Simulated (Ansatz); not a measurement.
PbF₂ (fluorite, Fm-3m), the program Ansatz at the LDA level (PAW). The conduction-band minimum lies at X, with 3 equivalent valleys. Second derivatives d²E/dk² of the lowest band at one valley (eV·Å²), along Cartesian directions:

| direction | d²E/dk² |
|---|---|
| [100] | 0.6752 |
| [010] | 16.04 |
| [001] | 16.04 |
| [110] | 8.356 |
| [101] | 8.356 |
| [011] | 16.04 |

**Question.** Find the principal effective masses, the density-of-states mass and the conductivity mass.

**Answer.** Off-diagonal terms follow from H_xy = H[110] − (H_xx + H_yy)/2, and m*/mₑ = 7.620 eV·Å² over each eigenvalue: 0.48, 0.48, 11. One valley's DOS mass (m₁m₂m₃)^(1/3) = 1.4, conductivity mass 3/(Σ 1/mᵢ) = 0.70 mₑ.

**Question.** What effective density of states Nc follows at 300 K for parabolic valleys?

**Answer.** Nc = 2.509e19 × 3 × (1.4)^(3/2) ≈ 1.2e20 cm⁻³.

**Question.** With the computed static dielectric constant 24.1 (mean of the diagonal), estimate a hydrogenic donor's binding energy and radius.

**Answer.** E = 13.606 eV × 0.70/24.1² ≈ 16 meV; a = 0.529 Å × ε/m* ≈ 18 Å. Semilocal masses tend to be too small where the gap is.

The cell was relaxed with LDA under the symmetry of its start; phonons on a q-mesh show no instability. Scalar-relativistic: spin–orbit coupling is off unless named, which matters more the heavier the elements.

Potentials: the later of the program's two PAW sets.
